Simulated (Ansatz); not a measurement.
Al2Au:
```cif
data_Al4Au2
_chemical_formula_sum 'Au2 Al4'
_space_group_name_H-M_alt 'I4/mmm'
_space_group_IT_number 139
_space_group_name_Hall '-I 4 2'
_cell_length_a 3.61559
_cell_length_b 3.61559
_cell_length_c 7.66411
_cell_angle_alpha 90.000
_cell_angle_beta 90.000
_cell_angle_gamma 90.000
loop_
_atom_site_label
_atom_site_type_symbol
_atom_site_symmetry_multiplicity
_atom_site_Wyckoff_symbol
_atom_site_fract_x
_atom_site_fract_y
_atom_site_fract_z
_atom_site_occupancy
Au1 Au 2 a 0.00000 0.00000 0.00000 1
Al1 Al 4 e 0.00000 0.00000 0.33570 1
```
(The calculation used a cell of 3 atoms; values per cell refer to that cell.)

Relaxed with PBEsol.

Question: Decompose the optical modes at the zone centre into irreducible representations, and say which are infrared and Raman allowed.

Answer: Point group 4/mmm: Γ_opt = A1g + A2u + Eg + Eu. Infrared: A2u, Eu. Raman: A1g, Eg.

Question: Assign frequencies (DFPT, PBEsol in the plane-wave PAW code Ansatz).

Answer: Eu 117, Eg 202, A2u 221, A1g 423 cm⁻¹.

A made-up cell: these elements were put on the sites of a structure type; neither database checked (COD, Materials Project) lists it. COD files the formula under space group No. 225. Its standing as an ambient phase is unchecked. Symmetry was held in the PBEsol relaxation; its stability against distortions is not shown here. As this level gives no gap, phonon frequencies hold no LO–TO term and depend on the k-mesh and smearing (Fermi–Dirac, 0.1 eV here). Spin–orbit coupling is left out wherever it is not named.

Potentials: the earlier of the program's two PAW sets. The files were generated under PBE; for other functionals the program regenerates the frozen cores, and for LDA and PBEsol the local potential too.
